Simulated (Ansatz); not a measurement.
B in space group I4_132 (No. 214; B on 8a), PBEsol (plane waves, PAW; program Ansatz): ε∞ = 8.46, cell volume 49.72 Å³. Infrared-active transverse modes:

| ω_TO (cm⁻¹) | oscillator strength S_xx (e²/amu) |
|---|---|
| 452.1 | 0.008986 |

**Question.** Compute the static dielectric constant.

**Answer.** Each mode adds (4.921e7/V) S/ω²: 0.04. So ε0 = 8.50.

**Question.** What LO frequency does the Lyddane–Sachs–Teller relation give?

**Answer.** ω_LO = ω_TO √(ε0/ε∞) = 453 cm⁻¹.

The start of the workflow was typed in or built on a structure type; neither database checked (COD, Materials Project) lists it. It is not the phase usual at ambient conditions (space group No. 166). Symmetry was held in the PBEsol relaxation; phonons on a q-mesh show weakly imaginary modes.

Potentials: the later of the program's two PAW sets.
